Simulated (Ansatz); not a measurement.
AgCl:
```xyz
2
Lattice="0.0000 2.6771 2.6771 2.6771 0.0000 2.6771 2.6771 2.6771 0.0000" Properties=species:S:1:pos:R:3 pbc="T T T"
Ag     2.6771     2.6771     2.6771
Cl     0.0000     0.0000     0.0000
```

Relaxed with LDA. Special points in fractions of this cell's reciprocal vectors: Γ (0.000, 0.000, 0.000); X (0.500, 0.000, 0.500); U (0.625, 0.250, 0.625); K (0.375, 0.375, 0.750); L (0.500, 0.500, 0.500); W (0.500, 0.250, 0.750).

Problem. List the band energies nearest the valence-band maximum at these points for plane-wave PAW LDA (Ansatz code).

Solution. In eV from the valence-band maximum; about four levels below and three above (degenerate sets whole), none deeper than 8.9 eV; … stands for higher levels left out; points with the same levels are listed once.

```csv
k,below,above
Γ,-2.96 -2.96 -2.75 -2.75 -2.75,0.63 …
X,-2.71 -2.36 -2.36 -2.19,1.89 7.64 …
U,-2.43 -2.22 -1.99 -1.31,3.30 7.01 …
L,-2.51 -2.51 -2.13 0.00 0.00,3.65 6.93 …
W,-2.41 -2.41 -2.35 -2.32 -1.53,4.12 …
```

Space group Fm-3m (rock salt). The LDA relaxation kept the symmetry of its start; phonons on a q-mesh show no instability. No spin polarisation was allowed. Scalar-relativistic: spin–orbit coupling is off unless named, which matters more the heavier the elements.

Potentials: the later of the program's two PAW sets.
